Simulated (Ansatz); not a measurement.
An element in the diamond structure gives these cold pressures by all-electron LAPW under LDA (Ansatz 0.2.0, scalar-relativistic, no spin polarisation).

```csv
V (Å³/atom),P (GPa)
39.73,0.03
35.75,4.60
31.78,12.96
27.81,28.8
23.84,60.2
19.86,128.0
15.89,294.5
```

(1) Which element is it?

Results:

(1) Pb. Its zero-pressure volume in this structure is near 39.7 Å³/atom; the volume and the steepness of P(V) together point to it, though neighbours can come close. Neighbours weren't tried against these numbers.
